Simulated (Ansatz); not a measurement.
InAs (zinc blende), relaxed with PBE (Ansatz, a program for electronic structure, plane waves, PAW): a = b = c = 6.186 Å, α = β = γ = 90.00°.

| Property | Value |
|---|---|
| gap (eV) | none |
| B₀ by P(V) fit (GPa) | 48.4 |

**Question.** The same phase is relaxed and computed with HSE06 in the same code. What are the cell and these values now?

**Answer.** a = 6.108 Å, b = 6.108 Å, c = 6.108 Å, α = 90.00°, β = 90.00°, γ = 90.00°.

* **gap (eV)**: 0.36
* **B₀ by P(V) fit (GPa)**: 58.3

All cells were relaxed under the symmetry of their starts (and spin orders); stability against distortions was not tested throughout. Spin–orbit coupling is left out wherever it is not named.

Potentials: the later of the program's two PAW sets.

Ansatz is a plane-wave DFT program.
